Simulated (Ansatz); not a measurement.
CuI:
```
CELL_PARAMETERS angstrom
      4.07026     0.00000     0.00000
      0.00000     4.07026     0.00000
      0.00000     0.00000     6.40131
ATOMIC_POSITIONS crystal
  Cu 0.50000 0.50000 0.50000
  Cu 0.00000 0.00000 0.50000
  I  0.50000 0.00000 0.76357
  I  0.00000 0.50000 0.23643
```

Relaxed with r²SCAN+D4.

**Question.** Map the electron localisation function on the plane through (0.500, 0.500, 0.500) spanned by u = [1, 0, 0] and v = [0, 0, 1] in lattice vectors, from r²SCAN+D4 in the plane-wave PAW code Ansatz.

**Answer.** x is the fraction of u, y of v (the angle between them is 90°; rows are the nearest grid lines); atoms in the plane: Cu at (0.00, 0.00), I at (0.50, 0.74).
```
|@#-....::---::....-#@|
|%*:...:-=+++=-:...:*%|
|.....:+##***##+:.....|
|....:+##*+++*##+:....|
|..:=#%#+-:::-+#%#=:..|
|..-*%%*=::-::=*%%*-..|
|..=#%%*-:-#-:-*%%#=..|
| .=#%%#+-:::-+#%%#=. |
|  -#%%%*=---=*%%%#-  |
|  .+#@@%%%#%%%@@#+.  |
|   -*%@@@@@@@@@%*-   |
|   .-*%%@@@@@%%*-.   |
|      .-+***+-.      |
|        .:::.        |
|                     |
|                     |
|                     |
|...               ...|
|....             ....|
|......         ......|
|.......       .......|
|...:....     ....:...|
|%+:...............:+%|
|@#-....::---::....-#@|
```
Scale: ten equal steps from 0.005 (start of ' ') to 0.845 (end of '@'), in the order ' .:-=+*#%@'; x runs from 0.000 to 1.00, y from 0.000 (bottom) to 1.00 (top).

The density is the valence pseudo-density with augmentation charge, so density and ELF within about 1 Å of a nucleus are not all-electron values.

Space group P4/nmm. The start of the workflow was typed in or built on a structure type; the Crystallography Open Database copy checked does not list it. It is not the phase usual at ambient conditions (space group No. 216). The cell was relaxed with r²SCAN+D4 under the symmetry of its start; its stability against distortions is not shown here. The workflow began spin-polarised and lost its moments. Scalar-relativistic: spin–orbit coupling is off unless named, which matters more the heavier the elements.

Potentials: the earlier of the program's two PAW sets.
